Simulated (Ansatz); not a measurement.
HfO₂ (tetragonal-ZrO2 type, space group P4_2/nmc)

```xyz
6
Lattice="3.6048 0.0000 0.0000 0.0000 3.6048 0.0000 0.0000 0.0000 5.2650" Properties=species:S:1:pos:R:3 pbc="T T T"
Hf     0.0000     0.0000     0.0000
Hf     1.8024     1.8024     2.6325
O      0.0000     1.8024     1.0174
O      0.0000     1.8024     3.6499
O      1.8024     0.0000     1.6151
O      1.8024     0.0000     4.2476
```

The slice is a (010) plane (indices of the conventional cell) through the point (0.000, 0.000, 0.000) (fractional), spanned by u = [100] and v = [001] in vectors of this cell: u (3.60 Å) and v (5.27 Å, at 90° to u). It covers one period; positions are fractions (u, v).

Level of theory: PBE (plane waves to 420 eV, PAW, scalar-relativistic; Ansatz, a program for electronic structure). k mesh 9×9×6. These are valence fields of a PAW run, semicore shells included where kept as valence: close to a nucleus they are smooth pseudo fields. HfO2 is run without spin polarisation. HfO2 was relaxed with its symmetry unable to fall. Spin-orbit coupling is left out, though Hf is heavy. The PAW data are Ansatz's earlier set. This is a high-temperature form of HfO2.

Around which element is the density of the lowest conduction band (whole band as if filled, smooth part) largest on this plane?

Hf. Mean over a disc round each atom, of radius 0.45 times the shortest bond: Hf 0.112, O 0.016 e/Å³.

Around which element is the density of the highest valence band (whole band, smooth part) largest on this plane?

O. Mean over a disc round each atom, of radius 0.45 times the shortest bond: O 0.097, Hf 0.006 e/Å³.

What is the valence density on the shortest Hf–O line in this plane (2.07 Å), at its minimum between the atoms?

0.72 e/Å³.

Sketch the electrostatic potential energy of an electron, from the cell's mean on this plane as a map.


```
|xxxxxxxx    --xxxxxx--    xxxxxx|
|xxxxxxxx  xxxxxxxxxxxxxx  xxxxxx|
|xxxxxx    xxxxxxxxxxxxxx    xxxx|
|xx        xxxxxxxxxxxxxx        |
|      ::==xxxxxxxxxxxxxx==::    |
|..::==++**xxxxxxxxxxxxxx**++==::|
|++**####%%xxxxxxxxxxxxxx%%####**|
|##%%%%@@@@%%xxxxxxxxxx%%@@@@%%%%|
|@@@@@@@@@@@@%%%%%%%%%%@@@@@@@@@@|
|@@@@@@@@@@@@%%%%%%%%%%@@@@@@@@@@|
|@@@@@@@@@@@@%%%%%%%%%%@@@@@@@@@@|
|@@@@@@@@@@%%%%######%%%%@@@@@@@@|
|@@@@@@@@@@%%##xxxxxx##%%@@@@@@@@|
|@@@@@@@@@@xxxxxxxxxxxxxx@@@@@@@@|
|@@@@@@@@%%xxxxxxxxxxxxxx%%@@@@@@|
|##%%%%@@%%xxxxxxxxxxxxxx%%@@%%%%|
|++**##%%##xxxxxxxxxxxxxx##%%##**|
|..::==++**xxxxxxxxxxxxxx**++==::|
|      ..==xxxxxxxxxxxxxx==..    |
|xx      ..==xxxxxxxxxx==..      |
|xxxxxx    ::**##%%##**::    xxxx|
|xxxxxxxx    ++##%%##++    xxxxxx|
|xxxxxxxx    ==##%%##==    xxxxxx|
|xxxxxxxx    --**##**--    xxxxxx|
```
Scale: ten equal steps from 1.00 (start of ' ') to 9.78 (end of '@'), in the order ' .:-=+*#%@'. Values: electrostatic potential energy of an electron, from the cell's mean, in eV. The map has 16 points along u (two characters each, u = 0 at the left) and 24 along v (v = 0 in the bottom row). Points within 0.9 Å of a nucleus are blanked (x), as the pseudised field means little there. Values under 1 eV are set to 1. The zero, the cell's mean, hangs on the PAW cores.
